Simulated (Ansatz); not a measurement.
Y3SiS2 in space group Immm (No. 71; Y on 4j, Y on 2d, Si on 2a, S on 4i), plane-wave PAW PBE (Ansatz code), all energies at zero smearing, with the estimated change up to a 700 eV cutoff added, with one set of potentials and settings (totals compare only within such a set). Cell of 6 atoms (3 Y, 1 Si, 2 S): -13996.022 eV.

```
element                reference phase  E (eV/atom)
-------  -----------------------------  -----------
Y        P6_3/mmc, 2 atoms in the cell   -3848.6668
Si          Fd-3m, 2 atoms in the cell    -635.8096
S           Fddd, 32 atoms in the cell    -902.0599
```

Formation energy per atom, worked out: (-13996.022 − 3×(-3848.6668) − 1×(-635.8096) − 2×(-902.0599))/6 = -1.682 eV/atom (-162 kJ per mol of atoms), at 0 K, without zero-point energy or fitted corrections.

The first step of the workflow began from a Materials Project structure, measured or hypothetical; the Crystallography Open Database copy checked does not list it. Its standing as an ambient phase is unchecked. The cell was relaxed with PBE under the symmetry of its start; its stability against distortions is not shown here. No spin polarisation was allowed. The references are the lowest solids computed at this level, not always the standard phases.

Potentials: the later of the program's two PAW sets.
